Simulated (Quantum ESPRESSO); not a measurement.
Ga4Ir2HfMo, input and log of a self-consistent run

Computed values, not a measurement. The program is pw.x of Quantum ESPRESSO 7.5 (plane-wave density functional theory). The cell is made up: eight metal atoms on a face-centred cubic lattice, with elements, volume, strain and displacements drawn at random and not relaxed, so it may be unstable or far from any real phase. PseudoDojo standard norm-conserving files set the functional (PBE unless stated); there is no spin polarisation or spin-orbit coupling, the Fermi-Dirac width of 0.25 eV means electrons at about 2900 K, and the masses in the input are unused placeholders. Heavy elements are run without spin-orbit coupling, which real alloys of them have. A spin test at this wide smearing found no moment, but such smearing suppresses magnetism that the real alloy may have.

Input:

```
&control calculation='scf', pseudo_dir='./dojo.nc.sr.pbe.v0_5.standard.upf', outdir='./o', disk_io='minimal', tprnfor=.true., tstress=.true. /
&system ibrav=0, nat=8, ntyp=4, nbnd=69, ecutwfc=79.96652505, nosym=.true., tot_charge=0,
 occupations='smearing', smearing='fd', degauss=0.0183746611
/
&electrons conv_thr=1.470e-08, electron_maxstep=70, mixing_beta=0.5 /
ATOMIC_SPECIES
Ga 1.0 Ga.upf
Hf 1.0 Hf.upf
Ir 1.0 Ir.upf
Mo 1.0 Mo.upf
CELL_PARAMETERS angstrom
0.0 4.1365 4.1365
4.1365 0.0 4.1365
4.1365 4.1365 0.0
ATOMIC_POSITIONS angstrom
Ga 0.1105 -0.1741 -0.0563
Ga 2.0488 1.9789 -0.0273
Ir 2.1455 0.0403 2.0571
Hf 4.2758 1.8221 2.1045
Ga 0.0712 2.0218 2.2983
Ir 2.0365 4.1069 2.0601
Mo 2.0973 1.8588 4.1375
Ga 4.0745 4.1067 4.151
K_POINTS automatic
5 5 5 1 1 1
```

The log is shortened where brackets say so; the opening notice, blank lines, dates and the lines on written files are dropped, and the path of the files is cut. It prints rydbergs, bohrs and kilobars, and counts compression as positive stress. Its total energy is the free energy E - TS of the whole cell.

```
     Program PWSCF v.7.5
     Parallel version (MPI & OpenMP), running on       4 processor cores
     Number of MPI processes:                 4
     Threads/MPI process:                     1
     [start-up lines left out]
     bravais-lattice index     =            0
     lattice parameter (alat)  =      11.0547  a.u.
     unit-cell volume          =     955.2690 (a.u.)^3
     number of atoms/cell      =            8
     number of atomic types    =            4
     number of electrons       =       112.00
     number of Kohn-Sham states=           69
     kinetic-energy cutoff     =      79.9665  Ry
     charge density cutoff     =     319.8661  Ry
     scf convergence threshold =      1.5E-08
     mixing beta               =       0.5000
     number of iterations used =            8  plain     mixing
     Exchange-correlation= PBE
                           (   1   4   3   4   0   0   0)
     [axes and pseudopotential details left out]
   Cartesian axes
     site n.     atom                  positions (alat units)
         1        Ga     tau(   1) = (   0.0188892  -0.0297612  -0.0096241  )
         2        Ga     tau(   2) = (   0.3502285   0.3382796  -0.0046668  )
         3        Ir     tau(   3) = (   0.3667588   0.0068890   0.3516474  )
         4        Hf     tau(   4) = (   0.7309192   0.3114757   0.3597501  )
         5        Ga     tau(   5) = (   0.0121712   0.3456131   0.3928789  )
         6        Ir     tau(   6) = (   0.3481259   0.7020469   0.3521602  )
         7        Mo     tau(   7) = (   0.3585193   0.3177493   0.7072777  )
         8        Ga     tau(   8) = (   0.6965083   0.7020127   0.7095855  )
     number of k points=    63  Fermi-Dirac smearing, width (Ry)=  0.0184
                       cart. coord. in units 2pi/alat
        k(    1) = (   0.0707107   0.0707107   0.0707107), wk =   0.0320000
        k(    2) = (   0.2121320   0.2121320  -0.0707107), wk =   0.0320000
     [further k points left out]
     Dense  grid:    92769 G-vectors     FFT dimensions: (  64,  64,  64)
     Estimated max dynamical RAM per process >     367.72 MB
     Estimated total dynamical RAM >       1.37 GB
     Initial potential from superposition of free atoms
     starting charge     111.9857, renormalised to     112.0000
     Starting wfcs are   76 randomized atomic wfcs
     total cpu time spent up to now is        7.8 secs
     per-process dynamical memory:   290.9 Mb
     Self-consistent Calculation
     iteration #  1     ecut=    79.97 Ry     beta= 0.50
     Davidson diagonalization with overlap
     ethr =  1.00E-02,  avg # of iterations =  3.4
     total cpu time spent up to now is       27.7 secs
     total energy              =   -1325.07173216 Ry
     estimated scf accuracy    <       1.47738169 Ry
     iteration #  2     ecut=    79.97 Ry     beta= 0.50
     Davidson diagonalization with overlap
     ethr =  1.32E-03,  avg # of iterations =  3.3
     total cpu time spent up to now is       47.0 secs
     total energy              =   -1324.42328642 Ry
     estimated scf accuracy    <      17.98410097 Ry
     iteration #  3     ecut=    79.97 Ry     beta= 0.50
     Davidson diagonalization with overlap
     ethr =  1.32E-03,  avg # of iterations =  2.3
     total cpu time spent up to now is       64.7 secs
     total energy              =   -1325.86648622 Ry
     estimated scf accuracy    <       0.09240192 Ry
     iteration #  4     ecut=    79.97 Ry     beta= 0.50
     Davidson diagonalization with overlap
     ethr =  8.25E-05,  avg # of iterations =  6.1
     total cpu time spent up to now is       84.1 secs
     total energy              =   -1325.87345222 Ry
     estimated scf accuracy    <       0.05577674 Ry
     iteration #  5     ecut=    79.97 Ry     beta= 0.50
     Davidson diagonalization with overlap
     ethr =  4.98E-05,  avg # of iterations =  2.0
     total cpu time spent up to now is      100.3 secs
     total energy              =   -1325.87627583 Ry
     estimated scf accuracy    <       0.05248013 Ry
     [iterations 6 to 8 left out]
     iteration #  9     ecut=    79.97 Ry     beta= 0.50
     Davidson diagonalization with overlap
     ethr =  7.33E-08,  avg # of iterations =  3.0
     total cpu time spent up to now is      167.3 secs
     total energy              =   -1325.88355203 Ry
     estimated scf accuracy    <       0.00000939 Ry
     iteration # 10     ecut=    79.97 Ry     beta= 0.50
     Davidson diagonalization with overlap
     ethr =  8.39E-09,  avg # of iterations =  3.1
     total cpu time spent up to now is      185.3 secs
     total energy              =   -1325.88355313 Ry
     estimated scf accuracy    <       0.00000193 Ry
     iteration # 11     ecut=    79.97 Ry     beta= 0.50
     Davidson diagonalization with overlap
     ethr =  1.72E-09,  avg # of iterations =  2.5
     total cpu time spent up to now is      202.3 secs
     total energy              =   -1325.88355346 Ry
     estimated scf accuracy    <       0.00000014 Ry
     iteration # 12     ecut=    79.97 Ry     beta= 0.50
     Davidson diagonalization with overlap
     ethr =  1.22E-10,  avg # of iterations =  3.7
     total cpu time spent up to now is      222.9 secs
     total energy              =   -1325.88355349 Ry
     estimated scf accuracy    <       0.00000009 Ry
     iteration # 13     ecut=    79.97 Ry     beta= 0.50
     Davidson diagonalization with overlap
     ethr =  7.88E-11,  avg # of iterations =  2.0
     total cpu time spent up to now is      238.9 secs
     End of self-consistent calculation
     [lines on levels left out]
!    total energy              =   -1325.88355349 Ry
     estimated scf accuracy    <       0.00000001 Ry
     smearing contrib. (-TS)   =      -0.09029109 Ry
     internal energy E=F+TS    =   -1325.79326240 Ry
     The total energy is F=E-TS. E is the sum of the following terms:
     one-electron contribution =    -365.10113183 Ry
     hartree contribution      =     265.49116657 Ry
     xc contribution           =    -303.87332409 Ry
     ewald contribution        =    -922.30997304 Ry
     convergence has been achieved in  13 iterations
     Forces acting on atoms (cartesian axes, Ry/au):
     atom    1 type  1   force =     0.00045561    0.00338458    0.03881954
     atom    2 type  1   force =     0.00283130    0.01057408    0.02917387
     atom    3 type  3   force =    -0.00982040   -0.00914181   -0.00869200
     atom    4 type  2   force =    -0.02969755    0.05266131   -0.01497919
     atom    5 type  1   force =    -0.00372027   -0.00974624   -0.04298828
     atom    6 type  3   force =     0.02596204   -0.00752172    0.00173490
     atom    7 type  4   force =     0.01972933    0.00329903    0.00773962
     atom    8 type  1   force =    -0.00574005   -0.04350922   -0.01080845
     Total force =     0.108710     Total SCF correction =     0.000205
     Computing stress (Cartesian axis) and pressure
          total   stress  (Ry/bohr**3)                   (kbar)     P=      -92.47
  -0.00080638  -0.00001389  -0.00006421         -118.62       -2.04       -9.45
  -0.00001389  -0.00059671   0.00001996           -2.04      -87.78        2.94
  -0.00006421   0.00001996  -0.00048279           -9.45        2.94      -71.02
     init_run     :      7.26s CPU      7.53s WALL (       1 calls)
     electrons    :    230.12s CPU    231.10s WALL (       1 calls)
     forces       :      2.36s CPU      2.39s WALL (       1 calls)
     stress       :      8.07s CPU      8.28s WALL (       1 calls)
     [timing details left out]
     PWSCF        :   4m 8.11s CPU   4m 9.63s WALL
     JOB DONE.
```

In other units: free energy -18039.565 eV for the cell, pressure -9.25 GPa, largest force component 1.354 eV/Å in size. The run took 251 s of wall time with four MPI processes on a shared machine (Intel Xeon, 2023 or later, virtual cores), so the time is rough. A rerun of this cell at a higher cutoff and on a denser mesh moved values by no more than 0.003 eV in energy, 0.05 GPa in stress and 0.008 eV/Å in force, and a second program with other atomic files agreed on that cell to 2 % rms in force and 0.5 GPa in pressure.